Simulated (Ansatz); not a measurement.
An Ansatz (an electronic-structure program) relaxation of a randomly generated symmetric cell of AlPd (space group No. 107) at the level PBE (plane waves to 420 eV, PAW, scalar-relativistic; Ansatz).

Input of the first round:
Ansatz 0.2 input:
```yaml
crystal:
  lattice:
    - [-3.6754572, 3.6754572, 2.4951083]
    - [3.6754572, -3.6754572, 2.4951083]
    - [3.6754572, 3.6754572, -2.4951083]
  atoms:
    - { symbol: Al, position: [0.96707968, 0.96707968, 0.77993281] }
    - { symbol: Al, position: [0.18714687, 0.18714687, 0.22006719] }
    - { symbol: Al, position: [0.96707968, 0.18714687, 0] }
    - { symbol: Al, position: [0.18714687, 0.96707968, 0] }
    - { symbol: Pd, position: [0.09836109, 0.09836109, 0] }
    - { symbol: Pd, position: [0.80005642, 0.80005642, 0] }
    - { symbol: Pd, position: [0.33717494, 0.83717494, 0.5] }
    - { symbol: Pd, position: [0.83717494, 0.33717494, 0.5] }
basis: { ecutwfc: 420, ecutrho_ratio: 4, xc_grid: 2, fft_grid_basis: typed }
kpoints: { mp_grid: { grid: [8, 8, 8] } }
hamiltonian:
  xc: pbe
  dispersion: none
  pseudopotentials: { kind: paw }
scf: { occupations: { method: fermi_dirac, width: 0.05 } }
relax: { f_tol: 0.01, max_steps: 100, cell: { stress_tol: 0.02 } }
output: { forces: true, stress: true }
```

The end of the output (long lines and the closing message left out):

```
SCF iter   8: F=—  HF=-29734.074113 eV  |F-HF|=—  |Δ(HF+E_count)|=    2.12e1  Δρ=9.75e-2  dr2=1.11e1  ethr=1.77e-3  ⟨swp⟩=10.6  Hψ=13127  notcnv=0  defer=247
SCF iter   9: F=—  HF=-29739.830384 eV  |F-HF|=—  |Δ(HF+E_count)|=    5.76e0  Δρ=1.66e-1  dr2=9.54e1  ethr=1.77e-3  ⟨swp⟩=9.6  Hψ=12672  notcnv=0  defer=280  recentre
SCF iter  10: F=—  HF=-29733.102037 eV  |F-HF|=—  |Δ(HF+E_count)|=    6.73e0  Δρ=5.78e-2  dr2=9.54e0  ethr=1.77e-3  ⟨swp⟩=11.8  Hψ=14356  notcnv=0  defer=156
SCF iter  11: F=—  HF=-29731.509654 eV  |F-HF|=—  |Δ(HF+E_count)|=    1.59e0  Δρ=1.20e-2  dr2=1.76e-1  ethr=1.77e-3  ⟨swp⟩=7.4  Hψ=7350  notcnv=0  defer=127
SCF iter  12: F=—  HF=-29731.489950 eV  |F-HF|=—  |Δ(HF+E_count)|=   1.97e-2  Δρ=2.73e-3  dr2=1.17e-2  ethr=2.09e-4  ⟨swp⟩=5.5  Hψ=7180  notcnv=0  defer=126
SCF iter  13: F=—  HF=-29731.489651 eV  |F-HF|=—  |Δ(HF+E_count)|=   2.99e-4  Δρ=1.85e-3  dr2=8.22e-3  ethr=1.40e-5  ⟨swp⟩=3.8  Hψ=6942  notcnv=0  defer=96
SCF iter  14: F=—  HF=-29731.488697 eV  |F-HF|=—  |Δ(HF+E_count)|=   9.54e-4  Δρ=5.57e-4  dr2=6.41e-4  ethr=9.78e-6  ⟨swp⟩=2.4  Hψ=3867  notcnv=0  defer=91
SCF iter  15: F=—  HF=-29731.488645 eV  |F-HF|=—  |Δ(HF+E_count)|=   5.18e-5  Δρ=3.83e-4  dr2=3.63e-4  ethr=7.63e-7  ⟨swp⟩=3.3  Hψ=6588  notcnv=0  defer=90
SCF iter  16: F=—  HF=-29731.488600 eV  |F-HF|=—  |Δ(HF+E_count)|=   4.55e-5  Δρ=7.05e-5  dr2=5.87e-6  ethr=4.32e-7  ⟨swp⟩=2.4  Hψ=4268  notcnv=0  defer=89
SCF iter  17: F=—  HF=-29731.488569 eV  |F-HF|=—  |Δ(HF+E_count)|=   3.06e-5  Δρ=2.13e-5  dr2=4.12e-7  ethr=6.99e-9  ⟨swp⟩=3.5  Hψ=6727  notcnv=0  defer=88
SCF iter  18: F=—  HF=-29731.488569 eV  |F-HF|=—  |Δ(HF+E_count)|=   8.48e-8  Δρ=9.65e-6  dr2=1.89e-7  ethr=1.19e-10  ⟨swp⟩=7.6  Hψ=15137  notcnv=0
SCF iter  19: F=-29731.488569 eV  HF=-29731.488569 eV  |F-HF|=1.35e-8  |Δ(HF+E_count)|=   4.52e-9  Δρ=3.27e-6  dr2=2.03e-8  ethr=1.19e-10  ⟨swp⟩=6.2  Hψ=12221  notcnv=0
```

Question: How did the run end, and can its numbers be used?

Answer: The SCF loop settled, but the program refused the state: its check on the PAW one-centre occupations went over the threshold; here atoms lie far too close. The program's message (shortened): “refused after 19 iterations: one_centre_occupation = 2.44e0 (threshold 2.00e0); read on the Al atom at site 1 (counted from 0). The loop had accepted its state.” The shortest distance in this cell is Al–Pd 1.15 Å. No relaxed structure or energy should be taken from it.
